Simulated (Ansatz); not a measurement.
Values for one crystal, relaxed and computed with the program Ansatz at the LDA level (PAW); other levels are named.

| Property | Result |
|---|---|
| Volume per atom | 10.78 Å³ |
| Band gap | 3.98 eV (indirect) |
| Smallest direct gap on the standard path | 4.10 eV |
| Electron effective mass | 0.55, 0.55, 2.0 mₑ (principal values) |
| Pressure derivative B′ | 5.6 |
| Valence-band maximum | at A |
| Bulk modulus (Birch–Murnaghan fit) | 203 GPa |

Question: Which compound is it?
A. Sb2S3, Pnma (Pearson symbol oP20)
B. BaHfO3, cubic perovskite
C. SrO, rock salt
D. ZrO2, P4_2/nmc (Zr on 2a, O on 4d)

Answer: D, ZrO2, P4_2/nmc (Zr on 2a, O on 4d)

This is a known high-temperature phase of the composition, computed here at zero pressure and temperature. Symmetry was held in the LDA relaxation; whether a distortion lowers the energy is not shown. The run is not spin-polarised. Scalar-relativistic: spin–orbit coupling is off unless named, which matters more the heavier the elements.

Potentials: the later of the program's two PAW sets.
